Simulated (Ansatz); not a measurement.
# Calculated coordination and ¹⁰B quadrupole coupling for CsB3H8

Cell: a COD entry whose atoms were relaxed with PBE, the cell held.

```yaml
crystal:
  lattice:
    - [8.87230, 0.00000, 0.00000]
    - [0.00000, 4.33460, 3.71495]
    - [0.00000, -4.33460, 3.71495]
  atoms:
    - { symbol: Cs, position: [0.25000, 0.82140, 0.17373] }
    - { symbol: Cs, position: [0.75000, 0.17373, 0.82140] }
    - { symbol: B, position: [0.35137, 0.22123, 0.77489] }
    - { symbol: B, position: [0.64863, 0.77489, 0.22123] }
    - { symbol: B, position: [0.14863, 0.22123, 0.77489] }
    - { symbol: B, position: [0.85137, 0.77489, 0.22123] }
    - { symbol: B, position: [0.25000, 0.39718, 0.59831] }
    - { symbol: B, position: [0.75000, 0.59831, 0.39718] }
    - { symbol: H, position: [0.08969, 0.35431, 0.64149] }
    - { symbol: H, position: [0.91031, 0.64149, 0.35431] }
    - { symbol: H, position: [0.41031, 0.35431, 0.64149] }
    - { symbol: H, position: [0.58969, 0.64149, 0.35431] }
    - { symbol: H, position: [0.10146, 0.02606, 0.69409] }
    - { symbol: H, position: [0.89854, 0.69409, 0.02606] }
    - { symbol: H, position: [0.39854, 0.02606, 0.69409] }
    - { symbol: H, position: [0.60146, 0.69409, 0.02606] }
    - { symbol: H, position: [0.10145, 0.30250, 0.96992] }
    - { symbol: H, position: [0.89855, 0.96992, 0.30250] }
    - { symbol: H, position: [0.39855, 0.30250, 0.96992] }
    - { symbol: H, position: [0.60145, 0.96992, 0.30250] }
    - { symbol: H, position: [0.25000, 0.33720, 0.38570] }
    - { symbol: H, position: [0.75000, 0.38570, 0.33720] }
    - { symbol: H, position: [0.25000, 0.60990, 0.65760] }
    - { symbol: H, position: [0.75000, 0.65760, 0.60990] }
```

Atom numbers follow the list; atoms alike are taken as one site, whose name carries the number of the first.

All values are calculated (Ansatz; DFT, PBE, plane waves and PAW, scalar-relativistic, 420 eV cutoff, Γ-centred 3×5×5 k-points, fixed occupations), not measured.

Q(¹⁰B) = 84.59 mb.

Question: Order the B environments from the weakest to the strongest quadrupole coupling.
A. B7: 4 H at 1.21–1.47 Å, 2 B at 1.77 Å
B. B3: 3 H at 1.21–1.27 Å, 2 B at 1.77–1.80 Å

Answer: B (1.98 MHz, η = 0.72), A (4.43 MHz, η = 0.52).

Like point charges on the first shell alone (each adding as 1/d³) would put B3 above B7: the covalent part of each bond and the atoms beyond the first shell count as well.
